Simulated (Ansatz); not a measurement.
The start is a relaxed SnO cell displaced along its unstable phonon at q = (0, 0, ½) of its primitive reciprocal cell (74i cm⁻¹), largest move 0.15 Å. The cell and all atomic positions are relaxed at zero pressure with r2SCAN (plane waves to 500 eV, PAW, scalar-relativistic; Ansatz, a first-principles code). The first steps use a coarse 10×10×6 k-mesh.

Initial structure:
```yaml
crystal:
  lattice:
    - [3.23066, 0.00000, 0.00000]
    - [0.00000, 3.23066, 0.00000]
    - [0.00000, 0.00000, 5.92927]
  atoms:
    - { symbol: Sn, position: [0.00000, 0.04643, 0.00000] }
    - { symbol: Sn, position: [0.00000, 0.95357, 0.50000] }
    - { symbol: O, position: [0.50000, 0.45576, 0.00000] }
    - { symbol: O, position: [0.50000, 0.54424, 0.50000] }
```

Problem. How large is the pressure on the unrelaxed cell, and of which sign?

Solution. +5.8 GPa (positive: the cell is compressed).

Problem. How much energy is released per atom?

Solution. 0.05 eV/atom.

Problem. How does the volume change?

Solution. +14.0 %, from 15.47 to 17.64 Å³/atom.

Problem. How do the shortest distances between atoms change?

Solution. The closest pairs of elements (up to four, under 3.6 Å), start → end: O–Sn 2.09 → 2.03 Å; O–O 2.98 → 2.89 Å; Sn–Sn 2.98 → 3.00 Å.

Problem. What band gap does the relaxed structure have at this level?

Solution. No gap (metallic).

Problem. Give the final cell and atomic positions.

Solution. 
Space group Pmma (No. 51); a = 5.717 Å, b = 3.256 Å, c = 3.791 Å, α = β = γ = 90.00°

```csv
atom,site,symmetry,x,y,z
Sn,2e,mm2,0.2500,0.0000,0.1218
O,2f,mm2,0.2500,0.5000,0.4408
```

Final values are on a 8×14×12 k-mesh of the relaxed cell. No spin polarisation in the result.

The run could not lose the symmetry of its start, so the end can be a saddle point.

Of the parent cell (P4/mmm (No. 123)): The first start was generated by placing the elements on the sites of a structure type. Materials Project lists a structure of SnO in the same space group, P4/mmm (No. 123); the sites were not compared with it, nor with measured phases. Known forms of SnO include space group No. 129.

The relaxed structure here is a generated cell of SnO: the first start was made by placing the elements on the sites of a structure type, and the end was not matched to a known phase here, so it may be hypothetical. Known forms of SnO include space group No. 129.
